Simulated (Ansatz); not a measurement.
A 12-atom cell of Ti₃SiO₈ built on the anatase structure (relaxed group Cm), relaxed with r2SCAN. Space group Cm (No. 8), monoclinic; a = 10.102 Å, b = 3.713 Å, c = 7.363 Å, β = 111.4° in the conventional setting, 10.71 Å³ an atom. Ti has 6 O at 1.90–2.15 Å and 1 Ti at 3.09 Å; Ti has 6 O at 1.89–2.02 Å and 4 Ti at 3.00–3.09 Å; O has 3 Ti at 1.90–1.97 Å; O has 1 Si at 1.77 Å and 2 Ti at 1.89–2.15 Å; O has 3 Ti at 1.90–1.96 Å; O has 3 Ti at 1.90–1.98 Å; Ti has 6 O at 1.90–1.98 Å and 3 Ti at 3.00–3.02 Å; Si has 6 O at 1.76–1.89 Å (further sites aren't listed).

```yaml
crystal:
  lattice:
    - [5.05115, -1.85663, 0.00688]
    - [5.05115, 1.85663, 0.00688]
    - [-2.69847, 0.00000, 6.85069]
  atoms:
    - { symbol: Ti, position: [0.98788, 0.98788, 0.99326] }
    - { symbol: Ti, position: [0.25556, 0.25556, 0.37018] }
    - { symbol: O, position: [0.46516, 0.46516, 0.47999] }
    - { symbol: O, position: [0.21633, 0.21633, 0.09841] }
    - { symbol: O, position: [0.04762, 0.04762, 0.26911] }
    - { symbol: O, position: [0.79721, 0.79721, 0.40413] }
    - { symbol: Ti, position: [0.00814, 0.00814, 0.50373] }
    - { symbol: Si, position: [0.24319, 0.24319, 0.87346] }
    - { symbol: O, position: [0.43000, 0.43000, 0.96462] }
    - { symbol: O, position: [0.21558, 0.21558, 0.62024] }
    - { symbol: O, position: [0.05548, 0.05548, 0.78296] }
    - { symbol: O, position: [0.77785, 0.77785, 0.88989] }
```

4 runs of Ansatz on this cell differ in the functional (and in the settings that go with it). Levels are in eV from each run's valence top; v1 is the last filled band, c1 the first empty one.

Run A, mean stress 0.0 GPa (compression positive):
```
point     v2     v1    c1    c2
    Γ  -0.63  -0.62  2.46  3.32
    C  -0.81  -0.11  3.11  3.23
   Y₂  -0.40  -0.38  2.57  3.17
```

Run B, mean stress +5.5 GPa (compression positive):
```
point     v2     v1    c1    c2
    Γ  -0.60  -0.58  2.11  2.97
    C  -0.77  -0.12  2.76  2.87
   Y₂  -0.37  -0.35  2.21  2.83
```

Run C, mean stress -2.5 GPa (compression positive):
```
point     v2     v1    c1    c2
    Γ  -0.65  -0.65  4.38  5.33
    C  -0.85  -0.11  5.15  5.24
   Y₂  -0.40  -0.39  4.51  5.16
```

Run D, mean stress -2.4 GPa (compression positive):
```
point     v2     v1    c1    c2
    Γ  -0.65  -0.65  3.62  4.56
    C  -0.85  -0.11  4.38  4.47
   Y₂  -0.40  -0.40  3.75  4.39
```

**Question.** Match the runs to PBE, r2SCAN, HSE06, PBE0.

**Answer.** A is r2SCAN, B is PBE, C is PBE0, D is HSE06. In order of the gap: PBE 2.11, r2SCAN 2.46, HSE06 3.62, PBE0 4.38 eV. The stress vanishes for r2SCAN, which relaxed the cell.

All values are calculated for a non-magnetic cell, which may be hypothetical.

The program warns that its thresholds are loose for a hybrid's stress.

The meshes of the hybrids are coarse, so their gaps aren't converged to the digits shown.
